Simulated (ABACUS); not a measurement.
A self-consistent single point of SiO2 (I-42d, 12 atoms in the cell; from Materials Project mp-546794, changed as shown).

```
SiO2
1.0
    4.89579     0.00000     0.00000
    0.00000     4.89579     0.00000
    0.00000     0.00000     7.22458
Si O
4 8
Direct
  0.00000   0.00000   0.00000
  0.00000   0.50000   0.25000
  0.50000   0.50000   0.50000
  0.50000   0.00000   0.75000
  0.09679   0.25000   0.12500
  0.75000   0.40321   0.37500
  0.90321   0.75000   0.12500
  0.25000   0.59679   0.37500
  0.59679   0.75000   0.62500
  0.25000   0.90321   0.87500
  0.40321   0.25000   0.62500
  0.75000   0.09679   0.87500
```

Method: LDA (PW92), numerical atomic orbitals DZP (confined pseudo-atomic orbitals with Gaussian additions; energy shift 0.003 Ry), PseudoDojo 0.4 standard norm-conserving LDA (tails mended) pseudopotentials (ABACUS).

ABACUS settings:

* **basis**: DZP numerical atomic orbitals, energy shift 0.003 Ry
* **KPT**: Gamma 6 6 4 0 0 0
* **basis_type**: lcao
* **dft_functional**: PWLDA
* **ecutwfc**: 100 Ry
* **smearing_method**: fixed
* **potentials**: PseudoDojo 0.4 standard norm-conserving LDA (tails mended)
* **symmetry**: 1
* **symmetry_prec**: 1e-05
* **ks_solver**: scalapack_gvx
* **scf_nmax**: 100
* **scf_thr**: 1.0e-07
* **mixing_type**: pulay

Results:

| Property | Value |
|---|---|
| Number of valence electrons | 64 |
| Number of bands | 42 |
| Number of k-points after the program's reduction | 30 |
| Size of the basis | 156 |
| Number of SCF iterations | 9 |
| Free energy E − TS | -4069.5235 eV |
| Top of the valence band (on the code's own zero) | 0.76 eV |
| Gap on the k-point mesh | 6.70 eV |
| Pressure | 5.80 GPa |
| Largest force (vector length) | 0.631 eV/Å |

Forces (eV/Å):
| atom | Fx | Fy | Fz |
|---|---|---|---|
| Si1 | 0.000 | 0.000 | 0.000 |
| Si2 | 0.000 | 0.000 | 0.000 |
| Si3 | 0.000 | 0.000 | 0.000 |
| Si4 | 0.000 | 0.000 | 0.000 |
| O5 | 0.631 | 0.000 | 0.000 |
| O6 | 0.000 | -0.631 | 0.000 |
| O7 | -0.631 | 0.000 | 0.000 |
| O8 | 0.000 | 0.631 | 0.000 |
| O9 | 0.631 | 0.000 | 0.000 |
| O10 | 0.000 | -0.631 | 0.000 |
| O11 | -0.631 | 0.000 | 0.000 |
| O12 | 0.000 | 0.631 | 0.000 |

Stress (GPa, positive for compression):
```
5.78  0.00  0.00
0.00  5.78  0.00
0.00  0.00  5.85
```

The gap is read on the k-point mesh of the run and can differ from the gap over the whole zone at this level.

For comparison: a first run was changed to give this one (lattice scaled by 0.98), and from it to this one the free energy goes up by 4.2 meV/atom, the pressure goes from -3.83 to 5.80 GPa, the largest force goes from under 0.1 to 0.63 eV/Å and the gap on the mesh goes from 6.355 to 6.702 eV.

The atom-centred basis is finite, which shifts total energies, pressures, gaps and forces against plane waves. The structure comes from a collection of computed structures, made at another level of theory; the collection holds predicted forms beside known ones. Its lattice was then scaled.

Cost on one core: about 14 core-seconds (a rough figure).

The atomic orbitals were generated for these runs; they are not ABACUS's published sets and were checked against plane waves on a few crystals only.

“Tails mended”: in these copies of the files the far tail of each local potential was reset to the Coulomb form.
